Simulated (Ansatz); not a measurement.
Li$_{3}$Ga$_{2}$: do energies and stresses tell the same story?

Method: DFT r2SCAN, scalar-relativistic, plane waves, PAW in Ansatz.

Plane waves to 500 eV, a k mesh through Γ of 12×12×12 on the computed 5-atom cell and Gaussian smearing (0.10 eV); no spin polarisation.

Relaxed cell: R-3m, a = 4.327 Å, b = 4.327 Å, c = 13.774 Å, α = 90.00°, β = 90.00°, γ = 120.00°, 5 atoms in the primitive cell. Whether it is the stable form of this composition wasn't checked.

Energies at zero smearing and pressures from the stress tensor, at volumes with shape and atoms relaxed:
```tsv
V (Å³/atom)	E − E(first) (meV/atom)	P (GPa)
13.102	0.00	6.94
13.548	-16.28	4.79
13.995	-26.97	2.94
14.441	-32.88	1.36
14.888	-34.70	-0.01
15.335	-32.99	-1.18
15.781	-28.28	-2.17
16.377	-18.07	-3.27
```

Question: Check P = −dE/dV between neighbouring volumes, and get the bulk modulus from the pressures alone.

Answer: With 1 eV/Å³ = 160.2 GPa:
```csv
middle V (Å³/atom),−ΔE/ΔV (GPa),mean P (GPa)
13.325,5.840,5.865
13.771,3.836,3.861
14.218,2.119,2.146
14.665,0.651,0.674
15.111,-0.611,-0.592
15.558,-1.689,-1.675
16.079,-2.747,-2.725
```

The two differ by 0.03 GPa at most. The mean of two end pressures misses the average over a step by about ΔV² P″/12, up to 0.03 GPa here; with that taken off 0.01 GPa remains. Around V = 14.888 Å³/atom, the two neighbours give B = −V ΔP/ΔV = 14.888 × 2.53 / 0.893 = 42.2 GPa, against B0 = 41.9 GPa from the Birch–Murnaghan fit of the energies.